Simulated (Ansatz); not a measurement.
**Response of Fe to small distortions**

```
Fe
1.0
    -1.43900    1.43900    1.43900
     1.43900   -1.43900    1.43900
     1.43900    1.43900   -1.43900
Fe
1
Direct
  0.00000 0.00000 0.00000
```

The cell comes from COD entry 9013474, which wasn't checked; take it as a given geometry. It was measured hot, at 722 K.

These are results of DFT, PBE, all-electron LAPW, scalar-relativistic in Ansatz 0.2.0, not measurements.

Numerical set-up: a Γ-centred 18×18×18 k mesh, Fermi–Dirac smearing of 0.03 eV, basis error target 0.5 meV/atom, spin-polarised from start moments Fe 3 μB.

The unchanged cell is at -9.13 GPa.

In a metal, stresses and small energies carry noise from the k mesh.

x, y and z are the Cartesian axes of the cell as listed; fractional coordinates follow a strain, and an engineering shear is twice the off-diagonal strain component.

With equal xy, yz and zx engineering shear strains of +3 %: energy change +6 meV/atom; stress change (xx, yy, zz, yz, xz, xy) 0.86, 0.86, 0.86, -1.78, -1.78, -1.78 GPa, compression positive; moment 2.21 → 2.23 μB.

Task: With this change (xy engineering shear strain of -4 %), what becomes of the energy and stress and moment?

Result: Energy change +4 meV/atom; stress change (xx, yy, zz, yz, xz, xy) 0.47, 0.47, 0.61, 0.00, 0.00, 2.99 GPa, compression positive; moment 2.21 → 2.22 μB.
